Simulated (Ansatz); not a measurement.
Relaxed-ion elastic tensor of Nb (bcc (W type), Im-3m) in GPa (Voigt order), plane-wave PAW LDA (Ansatz code); density 9.01 g/cm³, 17.13 Å³ per atom.

```
 276   148   148   0.0   0.0   0.0
 148   276   148   0.0   0.0   0.0
 148   148   276   0.0   0.0   0.0
 0.0   0.0   0.0  10.7   0.0   0.0
 0.0   0.0   0.0   0.0  10.7   0.0
 0.0   0.0   0.0   0.0   0.0  10.7
```

Task: Is the crystal mechanically stable?

Result: Yes: the smallest eigenvalue of C is 10.7 GPa.

Task: Work out the Voigt, Reuss and Hill averages.

Result: K_V = 191, K_R = 191, K_H = 191; G_V = 32.0, G_R = 16.1, G_H = 24.0 GPa.

Task: Give Young's modulus, Poisson's ratio, Pugh's ratio and the universal anisotropy index.

Result: E = 9KG/(3K + G) = 69.2 GPa; ν = 0.44; K/G = 7.94 (ductile by the Pugh limit of 1.75); A_U = 5G_V/G_R + K_V/K_R − 6 = 4.93.

Task: Estimate the sound speeds and the Debye temperature.

Result: v_l = √((K + 4G/3)/ρ) = 4970 m/s, v_t = √(G/ρ) = 1630 m/s, mean 1860 m/s; Θ = (h/k)(3n/4πV)^(1/3) v_m = 215 K.

Task: Give the Zener ratio and Young's modulus along [100], [110] and [111].

Result: A = 2C44/(C11 − C12) = 0.17; 1/E = S11 − 2(S11 − S12 − S44/2)Γ with Γ = 0, 1/4, 1/3 gives 172, 39.7, 31.6 GPa.

Task: Solve the Christoffel equation for the three sound speeds along [100], [110], [111].

Result: Eigenvalues of C_ijkl n_j n_l equal ρv². In km/s, slowest first: [100] 1.09, 1.09, 5.53; [110] 1.09, 2.66, 4.97; [111] 2.26, 2.26, 4.77.

Symmetry was held in the LDA relaxation. No spin polarisation was allowed. As this level gives no gap, shear constants depend on the k-mesh and smearing (Fermi–Dirac, 0.1 eV here).

Potentials: the earlier of the program's two PAW sets. The files were generated under PBE; for other functionals the program regenerates the frozen cores, and for LDA and PBEsol the local potential too.
